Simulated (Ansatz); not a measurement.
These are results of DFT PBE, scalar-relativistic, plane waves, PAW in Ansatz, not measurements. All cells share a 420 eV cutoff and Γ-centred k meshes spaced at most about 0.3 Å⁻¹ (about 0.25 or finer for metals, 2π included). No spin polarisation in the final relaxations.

Temperature and zero-point effects are left out. All come from trial cells, and lower structures may exist.

Question: These unrelaxed guesses for Al4Cu are each relaxed within their symmetry. Order them by the energy at which they end, lowest first.
A.

```
Al Cu
1.0
     0.00000    4.16799    4.16799
     4.16799    0.00000    4.16799
     4.16799    4.16799    0.00000
Al Cu
4 1
Direct
  0.67244 0.67244 0.67244
  0.67244 0.67244 0.98267
  0.67244 0.98267 0.67244
  0.98267 0.67244 0.67244
  0.25000 0.25000 0.25000
```

B.

```
Al Cu
1.0
    -1.72319    2.86171    3.30150
     1.72319   -2.86171    3.30150
     1.72319    2.86171   -3.30150
Al Cu
4 1
Direct
  0.53800 0.34213 0.19587
  0.14626 0.34213 0.80413
  0.85374 0.65787 0.19587
  0.46200 0.65787 0.80413
  0.00000 0.00000 0.00000
```

C.

```
Al Cu
1.0
     3.30576   -3.47128    0.00000
     3.30576    3.47128    0.00000
     0.00000    0.00000    2.96848
Al Cu
4 1
Direct
  0.81060 0.18940 0.50000
  0.18940 0.81060 0.50000
  0.28520 0.28520 0.00000
  0.71480 0.71480 0.00000
  0.00000 0.00000 0.00000
```

D.

```
Al Cu
1.0
    -2.61699    2.61699    2.61699
     2.61699   -2.61699    2.61699
     2.61699    2.61699   -2.61699
Al Cu
4 1
Direct
  0.50000 0.50000 0.50000
  0.50000 0.00000 0.00000
  0.00000 0.00000 0.50000
  0.00000 0.50000 0.00000
  0.00000 0.00000 0.00000
```

Answer: B (ends in Immm, 0 meV/atom), C (ends in Cmmm, 65 meV/atom), D (ends in Im-3m, 112 meV/atom), A (ends in F-43m, 0.41 eV/atom).

Cells relaxed within their symmetry can be saddle points. Some types were kept out of the candidates beforehand, so the set may lack a known form.
